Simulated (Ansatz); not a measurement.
Trial structures of TbMo: starts and ends

The calculation used DFT PBE, scalar-relativistic, plane waves, PAW, and for the lanthanide a 4f-in-core norm-conserving potential, in Ansatz 0.2.0. All cells share a 690 eV cutoff and Γ-centred k meshes spaced at most about 0.3 Å⁻¹ (about 0.25 or finer for metals, 2π included). Collinear spin in cells that started with moments and kept them past the coarse steps, no spin elsewhere.

Each guess was relaxed in cell and atoms at zero pressure, within the symmetry of its start. All energies are static (0 K, no zero-point motion). Coordination counts all near atoms (those within 1.25 times the shortest distance at each site; a plus sign parts nearer from farther groups).

| guess | made from | start group | V start (Å³/atom) | end group | V end (Å³/atom) | coordination at the end | gap on mesh (eV) | largest moment (μB) | E over the lowest end (meV/atom) |
| --- | --- | --- | --- | --- | --- | --- | --- | --- | --- |
| 1 | random cell | P4/mmm | 23.1 | P4/mmm (CuAu (L1_0)) | 21.3 | Tb 12, Mo 12 | 0 | - | 50 |
| 2 | HoRh type | Pm-3m | 22.4 | ? | ? | ? | ? | ? | ? |
| 3 | NbTc type | Cmmm | 21.3 | Cmmm | 20.9 | Tb 8+6, Mo 8+6 | 0 | - | 0 |
| 4 | LaTe type | Fm-3m | 22.3 | Fm-3m (rock salt) | 23.8 | Tb 6, Mo 6 | 0 | - | 771 |

Guess 2 as it starts:

```cif
data_structure
_symmetry_space_group_name_H-M 'Pm-3m'
_symmetry_Int_Tables_number 221
_cell_length_a 3.5502
_cell_length_b 3.5502
_cell_length_c 3.5502
_cell_angle_alpha 90.000
_cell_angle_beta 90.000
_cell_angle_gamma 90.000
_cell_volume 44.75
loop_
_atom_site_label
_atom_site_type_symbol
_atom_site_symmetry_multiplicity
_atom_site_Wyckoff_symbol
_atom_site_fract_x
_atom_site_fract_y
_atom_site_fract_z
_atom_site_occupancy
Tb1 Tb 1 a 0.00000 0.00000 0.00000 1
Mo1 Mo 1 b 0.50000 0.50000 0.50000 1
```

Question: Predict the end of this guess and its energy over the lowest end.

Answer: It ends in the caesium chloride type, space group Pm-3m (No. 221), with a = 3.508 Å, 21.6 Å³/atom and no gap; its coordination is Tb 8+6, Mo 8+6, with moments up to 0.9 μB. It lies 39 meV/atom over the lowest end, above guess 3 and below guess 1. Counting all near atoms, this end and the lowest (guess 3) both have Tb 8+6, Mo 8+6.

```yaml
crystal:
  lattice:
    - [3.50826, 0.00000, 0.00000]
    - [0.00000, 3.50826, 0.00000]
    - [0.00000, 0.00000, 3.50826]
  atoms:
    - { symbol: Tb, position: [0.00000, 0.00000, 0.00000] }
    - { symbol: Mo, position: [0.50000, 0.50000, 0.50000] }
```

Formation energies are uncorrected and refer to the elements' standard structures at the same level.

Question: Is the lowest end bound against the elements?

Answer: No: its formation energy is +0.61 eV/atom. The separate elements lie lower, so it is unstable against them.

For metals, differences of a few meV/atom aren't resolved. The magnetic state reached may not be the lowest. Cells relaxed within their symmetry can be saddle points. A lower structure may well exist outside this small set. Some structure types and database cells were kept out of the candidates from the start, so a known form may be missing.

The lanthanide is trivalent by construction, without f bands, f moments or other valences. The reference runs of the other elements, and any phases without the lanthanide, used 420 eV, which shifts energies against them by under 10 meV/atom. The lanthanide's reference is the lowest of its hcp, dhcp and fcc cells.
